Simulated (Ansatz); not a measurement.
CdBr2:
```cif
data_Br2Cd
_chemical_formula_sum 'Cd1 Br2'
_space_group_name_H-M_alt 'P 1'
_space_group_IT_number 1
_cell_length_a 6.76616
_cell_length_b 6.76616
_cell_length_c 6.76616
_cell_angle_alpha 34.354
_cell_angle_beta 34.354
_cell_angle_gamma 34.354
loop_
_space_group_symop_operation_xyz
  'x, y, z'
loop_
_atom_site_label
_atom_site_type_symbol
_atom_site_fract_x
_atom_site_fract_y
_atom_site_fract_z
_atom_site_occupancy
Cd1 Cd 0.00000 0.00000 0.00000 1
Br1 Br 0.74854 0.74854 0.74854 1
Br2 Br 0.25146 0.25146 0.25146 1
```

Relaxed with r²SCAN+D4.

**Question.** Tabulate the valence density and the electron localisation function along the shortest Cd–Br contact (2.79 Å), the program Ansatz at the r²SCAN+D4 level (PAW).

**Answer.** 

```
distance from Cd (Å)  density (e/Å³)   ELF
--------------------  --------------  ----
0.28                           19.18  0.79
0.42                           12.82  0.66
0.56                            7.27  0.55
0.70                            3.49  0.46
0.84                            1.49  0.35
0.98                            0.65  0.21
1.11                            0.36  0.12
1.25                            0.27  0.13
1.39                            0.28  0.30
1.53                            0.36  0.60
1.67                            0.49  0.79
1.81                            0.71  0.87
1.95                            0.97  0.88
2.09                            1.17  0.82
2.23                            1.15  0.56
2.37                            0.85  0.15
2.51                            0.45  0.01
```

The density is the valence pseudo-density with augmentation charge, so density and ELF within about 1 Å of a nucleus are not all-electron values.

Space group R-3m. The workflow started from a Materials Project entry (that database holds measured and hypothetical structures alike); the Crystallography Open Database files this formula in space group No. 166, but the cells were not matched. Its standing as an ambient phase is unchecked. The r²SCAN+D4 relaxation kept the symmetry of its start; its stability against distortions is not shown here.

Potentials: the later of the program's two PAW sets.
